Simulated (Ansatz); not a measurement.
BN:
Space group F-43m (No. 216); a = 3.580 Å, b = 3.580 Å, c = 3.580 Å, α = 90.00°, β = 90.00°, γ = 90.00°

```json
[
 {"atom": "B", "site": "4a", "symmetry": "-43m", "x": "0.0000", "y": "0.0000", "z": "0.0000"},
 {"atom": "N", "site": "4d", "symmetry": "-43m", "x": "0.7500", "y": "0.7500", "z": "0.7500"}
]
```
(The calculation used a cell of 2 atoms; values per cell refer to that cell.)

Relaxed with LDA.

Give the optical modes at the zone centre with their infrared and Raman activity from DFPT, plane-wave PAW LDA (Ansatz code).

Transverse frequencies, without the LO–TO term; a row sums one degenerate level.

```tsv
ω (cm⁻¹)	degeneracy	IR ((D/Å)²/amu)	Raman (Å⁴/amu)	activity	symmetry
1067	3	39.98	19	IR+Raman	T2
```

How high does the top mode go among those that the LO–TO term moves?

1296 cm⁻¹ for q along x.

The LDA relaxation kept the symmetry of its start.

Potentials: the earlier of the program's two PAW sets. The files were generated under PBE; for other functionals the program regenerates the frozen cores, and for LDA and PBEsol the local potential too.
